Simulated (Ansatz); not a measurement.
How the vibrations of Y₂C change with volume

Method: DFT PBEsol, scalar-relativistic, plane waves, PAW (Ansatz 0.2.0). Settings: 420 eV plane-wave cutoff, Γ-centred 12×12×12 mesh, Fermi-Dirac smearing of 0.15 eV. No spin polarisation. Phonons by linear response, acoustic sum rule imposed.

The cell, relaxed at this level:
```
Y C
1.0
     1.78417    1.03009    6.07383
    -1.78417    1.03009    6.07383
     0.00000   -2.06019    6.07383
Y C
2 1
Direct
  0.26025 0.26025 0.26025
  0.73975 0.73975 0.73975
  0.00000 0.00000 0.00000
```

In a metal, frequencies depend on the k mesh and the smearing, soft modes most.

Cells at 0.98 and 1.02 times the equilibrium volume were relaxed in shape and atoms; γ = −d ln ν / d ln V, modes matched by rank.

Q: Give the optical frequencies at Γ (cm⁻¹) at the three volumes and the mode Grüneisen parameters.

A:
```tsv
0.98 V	V	1.02 V	γ	degeneracy
139	137	135	0.67	2
229	225	221	0.96	1
356	351	346	0.71	2
408	401	394	0.86	1
```

Q: What pressures hold the two strained cells, and what bulk modulus follows?

A: 1.26 GPa at 0.98 V and -1.13 GPa at 1.02 V, so B = −dP/d ln V ≈ 60 GPa.